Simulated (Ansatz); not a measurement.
## Ti$_{2}$C: do energies and stresses tell the same story?

Computed with DFT PBEsol, scalar-relativistic, plane waves, PAW in Ansatz 0.2.0.

Settings: cutoff 420 eV, Γ-centred mesh 8×8×8 on the computed 12-atom cell, Gaussian smearing of 0.10 eV; no spin polarisation.

Relaxed cell: Fd-3m, a = 8.549 Å, b = 8.549 Å, c = 8.549 Å, α = 90.00°, β = 90.00°, γ = 90.00°, 12 atoms in the primitive cell. Whether it is the stable form of this composition wasn't checked.

Energies at zero smearing and pressures from the stress tensor, at volumes with shape and atoms relaxed:
```tsv
V (Å³/atom)	E − E(first) (meV/atom)	P (GPa)
11.455	0.00	24.63
11.846	-51.04	17.05
12.236	-84.72	10.53
12.627	-103.32	4.85
13.017	-109.02	-0.03
13.408	-103.74	-4.18
13.799	-89.10	-7.71
14.319	-57.45	-11.59
```

Question: Check P = −dE/dV between neighbouring volumes, and get the bulk modulus from the pressures alone.

Answer: With 1 eV/Å³ = 160.2 GPa:
```tsv
middle V (Å³/atom)	−ΔE/ΔV (GPa)	mean P (GPa)
11.651	20.940	20.838
12.041	13.819	13.789
12.432	7.628	7.688
12.822	2.339	2.410
13.213	-2.166	-2.102
13.603	-6.007	-5.942
14.059	-9.739	-9.650
```

The two differ by 0.10 GPa at most. The mean of two end pressures misses the average over a step by about ΔV² P″/12, up to 0.08 GPa here; with that taken off 0.18 GPa remains. The stress is the derivative of the free energy, not of the energy at zero smearing, and with free energies 0.03 GPa remains. Around V = 13.017 Å³/atom, the two neighbours give B = −V ΔP/ΔV = 13.017 × 9.02 / 0.781 = 150.4 GPa, against B0 = 149.6 GPa from the Birch–Murnaghan fit of the energies.